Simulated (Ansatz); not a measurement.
**HfPb₃ in the AuCu3-type structure**

Level of theory: DFT, PBEsol, scalar-relativistic, no spin polarisation; plane waves to 420 eV with PAW datasets (Ansatz 0.2.0), 8×8×8 k-mesh, Gaussian smearing of 0.05 eV. The datasets are Ansatz's generated set soft_2.

```cif
data_structure
_symmetry_space_group_name_H-M 'Pm-3m'
_symmetry_Int_Tables_number 221
_cell_length_a 4.7043
_cell_length_b 4.7043
_cell_length_c 4.7043
_cell_angle_alpha 90.000
_cell_angle_beta 90.000
_cell_angle_gamma 90.000
_cell_volume 104.11
loop_
_atom_site_label
_atom_site_type_symbol
_atom_site_symmetry_multiplicity
_atom_site_Wyckoff_symbol
_atom_site_fract_x
_atom_site_fract_y
_atom_site_fract_z
_atom_site_occupancy
Hf1 Hf 1 a 0.00000 0.00000 0.00000 1
Pb1 Pb 3 c 0.00000 0.50000 0.50000 1
```

The structure was built from a prototype; whether the compound forms in it isn't claimed.

The cell above was scaled in volume, its shape and atoms being fixed by the lattice's symmetry. Energies are counted from the cell above.

The cell is relaxed to zero pressure at this level.

```csv
V (Å³/atom),ΔE (meV/atom),P from the stress (GPa)
24.985,9.25,3.05
25.506,2.12,1.43
26.026,0.00,0.00
26.547,2.27,-1.25
27.068,8.33,-2.35
```

**Question.** Do the energies and the pressures agree? Compare −ΔE/ΔV between neighbouring points (1 meV/Å³ = 0.1602 GPa) with the mean of their pressures.

**Answer.** 
```csv
interval (Å³/atom),−ΔE/ΔV (GPa),mean P (GPa)
24.99 to 25.51,2.2,2.2
25.51 to 26.03,0.7,0.7
26.03 to 26.55,-0.7,-0.6
26.55 to 27.07,-1.9,-1.8
```
They differ by 0.07 GPa at most.

**Question.** What do the two routes give for V0, B0 and B0′?

**Answer.** A third-order Birch–Murnaghan fit of the energies: V0 = 26.01 Å³/atom, B0 = 68 GPa, B0′ = 5.9. A polynomial of P in ln V, with B = −dP/d ln V at P = 0: V0 = 26.03 Å³/atom, B0 = 67 GPa, B0′ = 5.4. B0′ isn't converged to its last digit.

B0·V0 = 67.5 GPa × 26.01 Å³ = 10.96 eV/atom sets the scale: near the minimum ΔE ≈ ½ B0 V0 x², with x = V/V0 − 1, and a pressure of 0.7 GPa squeezes the volume by about 1 %. At the ends of the curve: x = −3.9 % predicts 8.4 meV/atom and the run gives 9.3; x = +4.1 % predicts 9.1 meV/atom and the run gives 8.3. The lopsidedness is anharmonic: atoms resist being pushed together more than being pulled apart.

Scalar-relativistic only: spin–orbit splittings of the heavy atoms' levels are missing. The run is a metal.
